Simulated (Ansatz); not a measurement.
BCl3:
```
CELL_PARAMETERS angstrom
      6.07094     0.00000     0.00000
     -3.03547     5.25759     0.00000
      0.00000     0.00000     6.46978
ATOMIC_POSITIONS crystal
  Cl 0.05641 0.37137 0.25000
  Cl 0.68504 0.05641 0.75000
  Cl 0.62863 0.68504 0.25000
  Cl 0.94359 0.62863 0.75000
  Cl 0.31496 0.94359 0.25000
  Cl 0.37137 0.31496 0.75000
  B  0.33333 0.66667 0.25000
  B  0.66667 0.33333 0.75000
```

Relaxed with r²SCAN+D4.

Problem. Which orbitals make up the states near the band edges in r²SCAN+D4 (plane waves, PAW; program Ansatz)?

Solution. Top 1 eV of the valence band: Cl 3p 99 %. Bottom 1 eV of the conduction band: B 2p 63 %, Cl 3p 28 %, outside the projected shells 9 %. Projections are on Löwdin-orthogonalised atomic valence shells; empty p or d shells of many metals are not among them.

Problem. Tabulate the density of states.

Solution. States/eV per cell of 8 atoms, in 0.25 eV bins, energy from the valence-band maximum.

| E (eV) | total | Cl 3p | B 2p | B 2s |
|---|---|---|---|---|
| -7.85 | 0.00 | 0.00 | 0.00 | 0.00 |
| -7.60 | 0.00 | 0.00 | 0.00 | 0.00 |
| -7.35 | 0.00 | 0.00 | 0.00 | 0.00 |
| -7.10 | 0.00 | 0.00 | 0.00 | 0.00 |
| -6.85 | 0.00 | 0.00 | 0.00 | 0.00 |
| -6.60 | 0.00 | 0.00 | 0.00 | 0.00 |
| -6.35 | 0.00 | 0.00 | 0.00 | 0.00 |
| -6.10 | 3.93 | 2.52 | 0.01 | 0.66 |
| -5.85 | 12.08 | 7.55 | 0.02 | 2.05 |
| -5.60 | 0.00 | 0.00 | 0.00 | 0.00 |
| -5.35 | 0.00 | 0.00 | 0.00 | 0.00 |
| -5.10 | 0.00 | 0.00 | 0.00 | 0.00 |
| -4.85 | 0.00 | 0.00 | 0.00 | 0.00 |
| -4.60 | 0.00 | 0.00 | 0.00 | 0.00 |
| -4.35 | 0.00 | 0.00 | 0.00 | 0.00 |
| -4.10 | 15.99 | 11.55 | 3.03 | 0.01 |
| -3.85 | 16.01 | 11.61 | 2.89 | 0.00 |
| -3.60 | 0.00 | 0.00 | 0.00 | 0.00 |
| -3.35 | 1.07 | 0.76 | 0.29 | 0.00 |
| -3.10 | 2.93 | 2.10 | 0.79 | 0.00 |
| -2.85 | 3.94 | 2.83 | 1.04 | 0.00 |
| -2.60 | 5.64 | 4.09 | 1.46 | 0.00 |
| -2.35 | 1.86 | 1.34 | 0.49 | 0.00 |
| -2.10 | 0.56 | 0.40 | 0.15 | 0.00 |
| -1.85 | 0.00 | 0.00 | 0.00 | 0.00 |
| -1.60 | 2.23 | 2.20 | 0.02 | 0.00 |
| -1.35 | 15.38 | 15.11 | 0.12 | 0.01 |
| -1.10 | 20.02 | 19.71 | 0.13 | 0.01 |
| -0.85 | 15.69 | 15.52 | 0.06 | 0.01 |
| -0.60 | 11.33 | 11.26 | 0.01 | 0.00 |
| -0.35 | 4.42 | 4.40 | 0.00 | 0.00 |
| -0.10 | 10.93 | 10.90 | 0.01 | 0.00 |
| 0.15 | 0.00 | 0.00 | 0.00 | 0.00 |
| 0.40 | 0.00 | 0.00 | 0.00 | 0.00 |
| 0.65 | 0.00 | 0.00 | 0.00 | 0.00 |
| 0.90 | 0.00 | 0.00 | 0.00 | 0.00 |
| 1.15 | 0.00 | 0.00 | 0.00 | 0.00 |
| 1.40 | 0.00 | 0.00 | 0.00 | 0.00 |
| 1.65 | 0.00 | 0.00 | 0.00 | 0.00 |
| 1.90 | 0.00 | 0.00 | 0.00 | 0.00 |
| 2.15 | 0.00 | 0.00 | 0.00 | 0.00 |
| 2.40 | 0.00 | 0.00 | 0.00 | 0.00 |
| 2.65 | 0.00 | 0.00 | 0.00 | 0.00 |
| 2.90 | 0.00 | 0.00 | 0.00 | 0.00 |
| 3.15 | 0.00 | 0.00 | 0.00 | 0.00 |
| 3.40 | 0.00 | 0.00 | 0.00 | 0.00 |
| 3.65 | 0.00 | 0.00 | 0.00 | 0.00 |
| 3.90 | 0.00 | 0.00 | 0.00 | 0.00 |
| 4.15 | 0.00 | 0.00 | 0.00 | 0.00 |
| 4.40 | 0.00 | 0.00 | 0.00 | 0.00 |
| 4.65 | 0.00 | 0.00 | 0.00 | 0.00 |
| 4.90 | 0.00 | 0.00 | 0.00 | 0.00 |
| 5.15 | 2.74 | 0.75 | 1.74 | 0.01 |
| 5.40 | 12.35 | 3.42 | 7.72 | 0.02 |
| 5.65 | 0.91 | 0.26 | 0.57 | 0.00 |
| 5.90 | 0.00 | 0.00 | 0.00 | 0.00 |
| 6.15 | 0.00 | 0.00 | 0.00 | 0.00 |
| 6.40 | 0.00 | 0.00 | 0.00 | 0.00 |
| 6.65 | 0.00 | 0.00 | 0.00 | 0.00 |
| 6.90 | 0.01 | 0.00 | 0.00 | 0.00 |
| 7.15 | 0.22 | 0.03 | 0.00 | 0.10 |
| 7.40 | 0.52 | 0.08 | 0.02 | 0.22 |
| 7.65 | 3.65 | 0.84 | 0.06 | 1.44 |
| 7.90 | 7.67 | 1.98 | 0.12 | 3.09 |
| 8.15 | 2.68 | 0.73 | 0.05 | 1.10 |
| 8.40 | 2.76 | 0.52 | 0.32 | 0.58 |
| 8.65 | 3.68 | 0.52 | 0.84 | 0.12 |
| 8.90 | 6.69 | 1.08 | 1.83 | 0.19 |
| 9.15 | 5.42 | 0.86 | 1.40 | 0.08 |
| 9.40 | 7.94 | 1.22 | 2.04 | 0.07 |
| 9.65 | 6.43 | 0.80 | 1.51 | 0.12 |
| 9.90 | 4.19 | 0.45 | 0.85 | 0.07 |

Space group P6_3/m. The workflow started from an entry of the Crystallography Open Database (COD). Whether it is the stable phase at ambient conditions was not checked. The cell was relaxed with r²SCAN+D4 under the symmetry of its start; its stability against distortions is not shown here.

Potentials: the later of the program's two PAW sets.
